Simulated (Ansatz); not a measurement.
The start is a generated cell, HfO2 placed in the beta-tridymite structure type. A full variable-cell relaxation at zero pressure is run with PBE (plane waves to 420 eV, PAW, scalar-relativistic; Ansatz, a first-principles code). First-step values are on the input's coarse k-mesh.

Ansatz input (later rounds restart from its end on a renewed k-mesh):
Ansatz 0.2 input:
```yaml
crystal:
  lattice:
    - [5.9293374, 0, 0]
    - [-2.9646687, 5.1349568, 0]
    - [0, 0, 9.70618]
  atoms:
    - { symbol: Hf, position: [0.33333333, 0.66666667, 0.062] }
    - { symbol: Hf, position: [0.66666667, 0.33333333, 0.562] }
    - { symbol: Hf, position: [0.66666667, 0.33333333, 0.938] }
    - { symbol: Hf, position: [0.33333333, 0.66666667, 0.438] }
    - { symbol: O, position: [0.33333333, 0.66666667, 0.25] }
    - { symbol: O, position: [0.66666667, 0.33333333, 0.75] }
    - { symbol: O, position: [0.5, 0, 0] }
    - { symbol: O, position: [0.5, 0.5, 0.5] }
    - { symbol: O, position: [0, 0.5, 0] }
    - { symbol: O, position: [0.5, 0, 0.5] }
    - { symbol: O, position: [0.5, 0.5, 0] }
    - { symbol: O, position: [0, 0.5, 0.5] }
basis: { ecutwfc: 420, ecutrho_ratio: 4, xc_grid: 2, fft_grid_basis: typed }
kpoints: { mp_grid: { grid: [4, 4, 2] } }
hamiltonian:
  xc: pbe
  dispersion: none
  pseudopotentials: { azcp: { folder: ./paw }, kind: paw }
scf: { occupations: { method: fermi_dirac, width: 0.05 } }
relax: { f_tol: 0.01, max_steps: 100, cell: { stress_tol: 0.02 } }
output: { forces: true, stress: true }
```

```yaml
initial_pressure: "+27.8 GPa (positive: the cell is compressed)"
largest_initial_force: 0.48 eV/Å, on Hf1, Hf2, Hf3, Hf4 (atoms numbered as listed)
energy_released: 0.43 eV/atom
volume_change: +24.2 %, from 24.63 to 30.59 Å³/atom
Shortest distances (start → end): "The closest pairs of elements (up to four, under 3.6 Å), start → end: Hf–O 1.81 → 1.95 Å; O–O 2.96 → 3.19 Å"
band_gap_at_the_end: 4.53 eV, direct at Γ (no spin-orbit coupling)
optimiser_moves: 6
```

The end point of the relaxation:

```cif
data_Hf4O8
_chemical_formula_sum 'Hf4 O8'
_space_group_name_H-M_alt 'P63/mmc'
_space_group_IT_number 194
_space_group_name_Hall '-P 6c 2c'
_cell_length_a 6.38057
_cell_length_b 6.38057
_cell_length_c 10.41117
_cell_angle_alpha 90.000
_cell_angle_beta 90.000
_cell_angle_gamma 120.000
loop_
_atom_site_label
_atom_site_type_symbol
_atom_site_symmetry_multiplicity
_atom_site_Wyckoff_symbol
_atom_site_fract_x
_atom_site_fract_y
_atom_site_fract_z
_atom_site_occupancy
Hf1 Hf 4 f 0.33333 0.66667 0.06240 1
O1 O 2 c 0.33333 0.66667 0.25000 1
O2 O 6 g 0.50000 0.50000 0.50000 1
```

Final values are on a 5×5×3 k-mesh of the relaxed cell. No spin polarisation in the result.

The run could not lose the symmetry of its start; a randomly shaken copy of 12 atoms returns to this structure.

The relaxed structure here is a generated cell of HfO2: the first start was made by placing the elements on the sites of a structure type, and the end was not matched to a known phase here, so it may be hypothetical. Known forms of HfO2 include space group No. 14, 29, 137, 225.
